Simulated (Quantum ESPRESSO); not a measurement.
## SiAl3N3C (a curve over strain)

Simulated, not a measurement. The program is pw.x of Quantum ESPRESSO 7.5 (plane-wave density functional theory). The cell is made up: 8 atoms on a zincblende/diamond lattice, with randomly drawn elements, strain and displacements, not relaxed. PseudoDojo standard norm-conserving files (v0.5 for PBE, v0.4.1 for LDA and PBEsol) set the functional; there is no spin polarisation, spin-orbit coupling or dispersion term, and the masses in the input are unused placeholders.

Seven runs add a strain to one cell (along z); the atoms follow the cell and are not relaxed. Stress in the table is positive in tension.

Input of the run at -0.0047:

```
&control calculation='scf', pseudo_dir='./dojo.nc.sr.pbe.v0_5.standard.upf', outdir='./o', disk_io='medium', tprnfor=.true., tstress=.true. /
&system ibrav=0, nat=8, ntyp=4, nbnd=22, ecutwfc=84.00895049, nosym=.true., tot_charge=0,
 occupations='smearing', smearing='fd', degauss=0.0018374661
/
&electrons conv_thr=7.350e-09, electron_maxstep=60, /
ATOMIC_SPECIES
Al 1.0 Al.upf
C 1.0 C.upf
N 1.0 N.upf
Si 1.0 Si.upf
CELL_PARAMETERS angstrom
4.3492 0.0 0.0
0.0 4.3492 0.0
0.0 0.0 4.3288
ATOMIC_POSITIONS angstrom
Si 0.0038 0.0174 0.0318
Al -0.024 2.1991 2.1659
Al 2.2096 -0.0036 2.1021
Al 2.1873 2.1831 0.0123
N 1.1154 1.0704 1.1328
C 1.0872 3.2643 3.2565
N 3.2769 1.1033 3.2378
N 3.2557 3.2682 1.1186
K_POINTS automatic
4 4 4 1 1 1
```

```
added strain  free energy less that of the input shown (eV)  stress xx (GPa)  stress yy (GPa)  stress zz (GPa)  stress xy (GPa)  pressure (GPa)  next band up at Gamma (eV)  iterations
     -0.0242                                         0.1164           -12.75           -13.65           -14.82             2.62           13.74                       1.147          11
     -0.0170                                         0.0662           -11.35           -12.24           -12.45             2.53           12.01                       1.132          11
     -0.0100                                         0.0252           -10.06           -10.93           -10.17             2.45           10.39                       1.114          11
     -0.0047                                         0.0000            -9.11            -9.98            -8.45             2.38            9.18                       1.099          11
     +0.0095                                        -0.0454            -6.77            -7.61            -3.91             2.22            6.09                       1.053          12
     +0.0163                                        -0.0550            -5.72            -6.56            -1.75             2.14            4.67                       1.029          12
     +0.0186                                        -0.0569            -5.38            -6.21            -1.02             2.12            4.20                       1.021          12
```

A cubic fit gives a slope of stress zz against the added strain of 321 GPa at zero added strain, with the atoms clamped. Across the table the free energy follows the integral of the stress to within 0.5 meV. A rerun of one of the cells at 1437 eV and a 6 x 6 x 6 mesh moved values by no more than 0.003 eV in energy, 0.02 GPa in stress and 0.002 eV/Å in force. The band column is the level of band 17 at Gamma less that of band 16, whose number is half the electron count, rounded up; it comes from a band step after each run.